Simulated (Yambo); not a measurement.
Yambo run on Be2C (space group Fm-3m, No. 225). The wavefunctions come from this Quantum ESPRESSO step (LDA, PseudoDojo standard norm-conserving files, scalar-relativistic):

```
&CONTROL
  calculation = 'nscf'
  pseudo_dir = './pseudo'
  outdir = './out'
/
&SYSTEM
  ibrav = 0
  nat = 3
  ntyp = 2
  ecutwfc = 88.0
  ecutrho = 352.0
  occupations = 'fixed'
  force_symmorphic = .true.
  nbnd = 78
/
&ELECTRONS
  conv_thr = 3.0000000000000004e-09
  diago_full_acc = .true.
  diago_thr_init = 1e-08
/
ATOMIC_SPECIES
Be 9.0122 Be.upf
C 12.0110 C.upf
CELL_PARAMETERS angstrom
  0.000000000000   2.135411652000   2.135411652000
  2.135411652000   0.000000000000   2.135411652000
  2.135411652000   2.135411652000   0.000000000000
ATOMIC_POSITIONS crystal
Be   0.750000000000   0.750000000000   0.750000000000
Be   0.250000000000   0.250000000000   0.250000000000
C   0.000000000000   0.000000000000   0.000000000000
K_POINTS automatic
6 6 6 0 0 0
```

Yambo input:

```
rim_cut
gw0
dyson
el_el_corr
HF_and_locXC
ppa
em1d
RandQpts= 1000000
RandGvec= 1 Ry
EXXRLvcs= 88 Ry
VXCRLvcs= 352 Ry
Chimod= "HARTREE"
% BndsRnXp
 3 | 76 |
%
NGsBlkXp= 14 Ry
% LongDrXp
 1.0 | 1.0 | 1.0 |
%
PPAPntXp= 27.2114 eV
% GbndRnge
 1 | 76 |
%
GTermKind= "BG"
DysSolver= "n"
ExtendOut
% QPkrange
 1 | 1 | 6 | 7 |
 4 | 4 | 6 | 7 |
 13 | 13 | 6 | 7 |
%
```

k points by index: 1 = Γ, 4 = L, 13 = X.

Resulting energies as the program prints them:

```
#    K-point    Band    Eo [eV]    E [eV]    E-Eo [eV]    Vxc [eV]    Vnlxc [eV]    Sc|Eo [eV]    Sc|E [eV]    dSc/dw|Eo [eV]    Re(Z)    Im(Z)
#
    1    6    0.000000    -0.556850    -0.556850    -15.11326    -17.05787    1.252879    1.387762    -6.590617    0.805022    -0.001019
    1    7    4.126288    5.026973    0.900685    -12.45788    -7.096273    -4.272463    -4.460919    -5.693048    0.826981    -0.001019
    4    6    -1.907583    -2.532155    -0.624572    -14.50591    -17.19766    1.912341    2.067175    -6.745095    0.801359    -0.001019
    4    7    5.031407    5.876216    0.844810    -11.97952    -6.387912    -4.570381    -4.746799    -5.681845    0.827263    -0.934421E-3
    13    6    -4.915660    -5.660000    -0.744340    -13.60781    -17.38581    2.838736    3.033659    -7.124207    0.792507    -0.002015
    13    7    1.212199    1.558586    0.346387    -11.50385    -7.133985    -3.951305    -4.023479    -5.668608    0.827596    -0.946195E-3
```
(The two width columns are left out.) Convergence of these settings isn't established.

Geometry relaxed with LDA.
